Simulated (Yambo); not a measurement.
G0W0@PBEsol for BaH₂ (space group Pnma, No. 62) in Yambo (2×2×1 mesh, 7 Ry block, plasmon pole, screening fixed), without a terminator:

| bands N in G | gap Γ → (-0.5, -0.5, 0) (eV) | shift of the valence edge (eV) |
|---|---|---|
| 109 | 4.647 | -0.531 |
| 195 | 4.694 | -0.890 |
| 310 | 4.698 | -1.011 |

### Question
Extrapolate both columns to infinite N with E(N) = E∞ + A/N, test the form, and compare with the terminator.

### Answer
From two points, E∞ = (N2 E2 − N1 E1)/(N2 − N1). The two largest N give 4.70 eV for the gap and -1.22 eV for the shift; the two smallest give 4.75 eV and -1.35 eV. For the gap the slopes A are -12 and -2.1 eV: the form isn't reached, and its limit is uncertain. For the shift the slopes A are 89 and 64 eV: the form isn't reached, and its limit is uncertain. With the Bruneval-Gonze terminator and 310 bands the run gives 4.69 eV and -1.08 eV, 0.02 eV and 0.14 eV from the extrapolated values: the terminator too is an estimate of the remainder. Block, mesh and the bands in W are held fixed.

Geometry of the Materials Project entry, not relaxed at this level; primitive cell a = 6.843 Å, b = 4.178 Å, c = 7.891 Å, α = β = γ = 90.00°.

A shift is the quasiparticle energy of the state minus its PBEsol energy.
